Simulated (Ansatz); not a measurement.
# SiC₂N₄ — ¹⁴N nuclear quadrupole resonance

Cell: a Materials Project structure (computed, not necessarily an observed phase), taken as it stands.

Space group Pn-3m:1 (No. 224); a = 6.6844 Å.

```csv
site,Wyckoff,site symmetry,x,y,z
Si,2a,-43m,0.5000,0.5000,0.5000
C,4c,.-3m,0.7500,0.2500,0.2500
N,8e,.3m,0.1455,0.8545,0.1455
```

One atom of each set is listed.

Method: Kohn–Sham DFT in Ansatz, PBE, plane waves and PAW, scalar-relativistic, 420 eV cutoff, Γ-centred 4×4×4 k-points, Fermi–Dirac smearing 0.02 eV.

¹⁴N: I = 1, Q = 20.44 mb (year-2017 value). Static lattice, zero field.

Task: Predict the zero-field ¹⁴N lines of each site.

Result: For I = 1 the lines are ν± = (3/4)|C_Q|(1 ± η/3) and ν₀ = |C_Q|η/2.

| site | atoms | V_zz (10²¹ V/m²) | C_Q (MHz) | η | line frequencies (MHz) |
| --- | --- | --- | --- | --- | --- |
| N | 8 | 4.36 | 2.16 | 0.00 | 1.62 |

An axis of threefold or higher order runs through N, so V_zz lies along it and η is zero.
